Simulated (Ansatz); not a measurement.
HfN:
```
HfN
1.0
    0.00000     2.27394     2.27394
    2.27394     0.00000     2.27394
    2.27394     2.27394     0.00000
Hf N
1 1
Direct
  0.00000   0.00000   0.00000
  0.50000   0.50000   0.50000
```

Relaxed with PBE. Special points in fractions of this cell's reciprocal vectors: Γ (0.000, 0.000, 0.000); X (0.500, 0.000, 0.500); U (0.625, 0.250, 0.625); K (0.375, 0.375, 0.750); L (0.500, 0.500, 0.500); W (0.500, 0.250, 0.750).

Problem. List the band energies nearest the Fermi level at these points for the program Ansatz at the PBE with spin–orbit coupling level (PAW).

Solution. In eV from the Fermi level; about four levels below and three above (degenerate sets whole), none deeper than 8.9 eV; points with the same levels are listed once.

| k | below | above |
|---|---|---|
| Γ | -0.40 -0.40 -0.40 -0.40 -0.10 -0.10 | 1.64 1.64 2.01 2.01 2.01 2.01 |
| X | -3.68 -3.68 -3.68 -3.68 -3.41 -3.41 | 4.04 4.04 5.03 5.03 |
| U | -4.79 -4.79 -0.76 -0.76 | 3.79 3.79 4.40 4.40 |
| L | -6.08 -6.08 -6.02 -6.02 | 3.17 3.17 3.57 3.57 |
| W | -5.70 -5.70 -5.13 -5.13 | 1.10 1.10 1.23 1.23 |

Space group Fm-3m (rock salt). Symmetry was held in the PBE relaxation. The run is not spin-polarised. With an odd number of electrons in the cell and no spin polarisation, the count alone makes it a metal.

Potentials: the earlier of the program's two PAW sets.
